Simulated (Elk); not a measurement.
An Elk run on Yb with settings drawn from a wide range, so not all are converged; totals and levels move with the basis, and no second program has checked them. Theory: DFT, LDA (Perdew-Zunger), all-electron APW+lo, Dirac cores, scalar-relativistic bands in Elk 11.2.3 with local patches. Elk's input is in atomic units.

Command: `OMP_NUM_THREADS=1 elk` The run took 47 s on 1 thread of Arm Neoverse N1, with other jobs on the host, peak memory 0.04 GiB.

```
tasks
  0
  110
  115
  21

xctype
  2

rgkmax
  8

gmaxvr
  12

lmaxapw
  9

lmaxo
  5

lmaxi
  4

nrmtscf
  1

nempty
  6

epspot
  1e-07

epsengy
  1e-05

maxscl
  60

swidth
  0.004

stype
  3

lradstp
  4

mixtype
  1

hmaxvr
  4

nxlo
  2

tforce
  .true.

lorbcnd
  .true.

sppath
  './'

avec
  0.00000000000 5.21655011545 5.21655011545
  5.21655011545 0.00000000000 5.21655011545
  5.21655011545 5.21655011545 0.00000000000

atoms
  1
  'Yb.in'
  1
  0.000000000000 0.000000000000 0.000000000000   0.000 0.000 0.000

ngridk
  8 8 8

plot1d
  8 30
  0.0000000000 0.0000000000 0.0000000000
  0.5000000000 0.0000000000 0.5000000000
  0.6250000000 0.2500000000 0.6250000000
  0.3750000000 0.3750000000 0.7500000000
  0.0000000000 0.0000000000 0.0000000000
  0.5000000000 0.5000000000 0.5000000000
  0.5000000000 0.2500000000 0.7500000000
  0.5000000000 0.0000000000 0.5000000000
```

Muffin-tin radii in the species files: Yb 2.66 bohr.

The cell is the one relaxed in the Materials Project (mp-162), not relaxed further here; entries there can be hypothetical. The listed cell was then made from it by scaling, straining or moving an atom.

**Question.** What does the run give?

**Answer.** It did not converge (60 SCF iterations).
```
Warning(gndstate): failed to reach self-consistency after 60 loops
```
